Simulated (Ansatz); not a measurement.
Consider the following.

TaGe$_{2}$:
```
CELL_PARAMETERS angstrom
      4.94156     0.00000     0.00000
     -2.47078     4.27952     0.00000
      0.00000     0.00000     6.73222
ATOMIC_POSITIONS crystal
  Ge 0.16418 0.32837 0.50000
  Ge 0.83582 0.16418 0.83333
  Ge 0.67163 0.83582 0.16667
  Ge 0.83582 0.67163 0.50000
  Ge 0.16418 0.83582 0.83333
  Ge 0.32837 0.16418 0.16667
  Ta 0.50000 0.00000 0.50000
  Ta 0.50000 0.50000 0.83333
  Ta 0.00000 0.50000 0.16667
```

This is the PBEsol-relaxed structure. Tensor components refer to the Cartesian frame of this cell.

Question: All from PBEsol in the plane-wave PAW code Ansatz, unless another level is named. Estimate the Young's modulus.

Answer: 283 GPa.

Question: And the elastic constants (relaxed ions, GPa)?

Answer: C11 = 303, C12 = 76.0, C13 = 82.3, C33 = 413, C44 = 108.

Space group P6_222. The workflow started from an entry of the Crystallography Open Database (COD). Its standing as an ambient phase is unchecked. Symmetry was held in the PBEsol relaxation; whether a distortion lowers the energy is not shown. The run is not spin-polarised. As this level gives no gap, shear constants depend on the k-mesh and smearing (Fermi–Dirac, 0.1 eV here). Scalar-relativistic: spin–orbit coupling is off unless named, which matters more the heavier the elements.

Potentials: the later of the program's two PAW sets.
